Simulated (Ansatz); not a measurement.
Theory: DFT PBE, scalar-relativistic, plane waves, PAW (Ansatz). Settings: cutoff 420 eV, Γ-centred meshes spaced at most about 0.3 Å⁻¹, and about 0.25 Å⁻¹ or finer for metals (2π included), Gaussian smearing. No spin polarisation in the final relaxations.

All energies are static (0 K, no zero-point motion). All come from trial cells, and lower structures may exist.

Question: Order these relaxed structures of CsNiSn by energy, lowest first, with the energy over the lowest of them.
A.

```
CELL_PARAMETERS angstrom
4.35167 0.00000 0.00000
-2.17584 3.76866 0.00000
0.00000 0.00000 6.27196
ATOMIC_POSITIONS crystal
Cs 0.66667 0.33333 0.50000
Ni 0.00000 0.00000 0.00000
Sn 0.33333 0.66667 0.00000
```

B.

```
CELL_PARAMETERS angstrom
3.62910 0.00000 0.00000
0.00000 3.62910 0.00000
0.00000 0.00000 7.28538
ATOMIC_POSITIONS crystal
Cs 0.00000 0.00000 0.00000
Ni 0.50000 0.50000 0.50000
Sn 0.00000 0.00000 0.50000
```

Answer: A (0 meV/atom), B (114 meV/atom). Forms: A P-6m2; B P4/mmm. Counting all near atoms (those within 1.25 times the shortest distance at each site; a plus sign parts nearer from farther groups): A has Cs 18, Ni 3, Sn 3; B has Cs 6+8, Ni 4, Sn 4. Even the lowest lies +0.12 eV/atom against the elements.

Trial moments died out on the coarse mesh in P-6m2 and P4/mmm; another magnetic start might hold. Cells relaxed within their symmetry can be saddle points. Some candidate types were left out of the draw beforehand, so a known form may be missing.
